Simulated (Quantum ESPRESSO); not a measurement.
Kohn-Sham bands of Sn (diamond)

```
Sn
1.0
    0.00000     3.28498     3.28498
    3.28498     0.00000     3.28498
    3.28498     3.28498     0.00000
Sn
2
Direct
  0.50000   0.50000   0.50000
  0.75000   0.75000   0.75000
```

Structure: Materials Project mp-117, symmetrised, not relaxed again. COD (Crystallography Open Database) has the formula in 5 space groups, this one among them (matched by group alone). Method: PBEsol plane waves in Quantum ESPRESSO 7.5 (PseudoDojo norm-conserving files, 58 Ry, spinors with spin-orbit coupling), Bloch states on a 6×6×6 mesh through Γ, Wannier90 4.0.1. Density: 12×12×12 mesh, cold smearing 0.01 Ry.

Energies are relative to the Fermi level; weights are on the orthonormalised atomic waves of the pseudopotential files, averaged over the group. 28 electrons a cell are treated as valence.

Task: Into which isolated groups do the bands fall, where do they lie and what are they made of?

Result: 
| bands | from (eV) | to (eV) | filling | weight on atomic waves |
|---|---|---|---|---|
| 1–8 | -22.09 | -21.97 | filled | Sn 4d 100 % |
| 9–20 | -21.16 | -20.80 | filled | Sn 4d 100 % |

No gap over 0.05 eV opens at the Fermi level at this level of theory.
